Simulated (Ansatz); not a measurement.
# Calculated coordination and Bi-209 quadrupole coupling for BiTe at a changed volume

Cell: a structure deposited in the COD, relaxed with PBE at fixed cell and then changed (volume scaled by 1.02, ions relaxed).

```cif
data_BiTe
_symmetry_space_group_name_H-M 'P-3m1'
_symmetry_Int_Tables_number 164
_cell_length_a 4.4513
_cell_length_b 4.4513
_cell_length_c 24.2093
_cell_angle_alpha 90.000
_cell_angle_beta 90.000
_cell_angle_gamma 120.000
loop_
_atom_site_label
_atom_site_type_symbol
_atom_site_symmetry_multiplicity
_atom_site_Wyckoff_symbol
_atom_site_fract_x
_atom_site_fract_y
_atom_site_fract_z
Bi1 Bi 2 c 0.0000 0.0000 0.1254
Bi3 Bi 2 d 0.3333 0.6667 0.2912
Bi5 Bi 2 d 0.6667 0.3333 0.4653
Te7 Te 2 d 0.3333 0.6667 0.0550
Te9 Te 2 d 0.6667 0.3333 0.2088
Te11 Te 2 c 0.0000 0.0000 0.3624
```

One atom of each set is listed.

Computed with Ansatz: DFT, PBE, plane waves and PAW, scalar-relativistic, 420 eV cutoff, Γ-centred 11×11×2 k-points, Fermi–Dirac smearing 0.05 eV.

Q(Bi-209) = -516.0 mb.

**Question.** Order the Bi environments from the weakest to the strongest quadrupole coupling.
A. Bi3: 6 Te at 3.09–3.25 Å
B. Bi5: 3 Bi at 3.07 Å, 3 Te at 3.58 Å
C. Bi1: 6 Te at 3.08–3.27 Å

**Answer.** C (2.90 MHz, η = 0.00), A (25.5 MHz, η = 0.00), B (70.1 MHz, η = 0.00).

An axis of threefold or higher order runs through Bi1, Bi3 and Bi5, so V_zz lies along it and η is zero.

Spin–orbit coupling is left out, which shifts gradients on Bi by a few per cent in wide-gap crystals, and can shift them far more where the calculated gap is small or absent, as here. Newer work puts Q(²⁰⁹Bi) near −420 mb, which would lower these couplings by about a fifth. With a gap of 0.12 eV under a smearing of 0.05 eV the band edges are partly filled, so small gradients can hang on the smearing and the k-mesh.
